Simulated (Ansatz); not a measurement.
The elements of this relaxed trial crystal are hidden behind letters.

```
lattice vectors (Å)
   2.7515    0.0000    0.0000
  -1.3757    2.3828    0.0000
   0.0000    0.0000   23.0525
fractional positions
X 0.3333 0.6667 0.7500
X 0.6667 0.3333 0.2500
Z 0.3333 0.6667 0.5523
Z 0.3333 0.6667 0.9477
Z 0.6667 0.3333 0.0523
Z 0.6667 0.3333 0.4477
Z 0.6667 0.3333 0.6583
Z 0.6667 0.3333 0.8417
Z 0.3333 0.6667 0.1583
Z 0.3333 0.6667 0.3417
```

Theory: Ansatz, DFT PBE, scalar-relativistic, plane waves, PAW. Settings of the last relaxation (10-atom cell): 420 eV, 18×18×2 k points, Gaussian smearing of 0.10 eV, collinear spin.

| Property | Result |
| --- | --- |
| Space group | P6_3/mmc (No. 194) |
| Conventional cell | a = 2.751 Å, c = 23.053 Å |
| Volume per atom | 15.11 Å³ |
| Density | 18.37 g/cm³ |
| Energy over the elements | −0.07 eV/atom |
| Gap on the 18×18×2 mesh of the 10-atom cell | 0 eV (a metal) |
| Net moment per atom | 0.00 μB |

Energies are uncorrected and count from the elements' standard states at the same level.

Question: X is a d-block element of period 4 and Z is a d-block element of period 6. Which elements are they?

Answer: X = Fe, Z = Pt, so the formula is FePt4. Density times volume gives a mean mass of 18.37 × 15.11/1.6605 = 167.2 u per atom, and this set has 167.2 u. Around Fe lie 6 Pt at 2.64 Å and 6 Fe at 2.75 Å; Pt on its first site has 12 Pt at 2.75–2.91 Å; around Pt on its second site lie 3 Fe at 2.64 Å and 9 Pt at 2.75–2.91 Å. Other sets within the hints have nearly the same mass, so mass alone doesn't settle it; this one was computed.

These runs have no spin–orbit coupling, which can matter for Pt. The magnetic state reached may not be the lowest. A structure relaxed within its symmetry needn't be a true minimum.
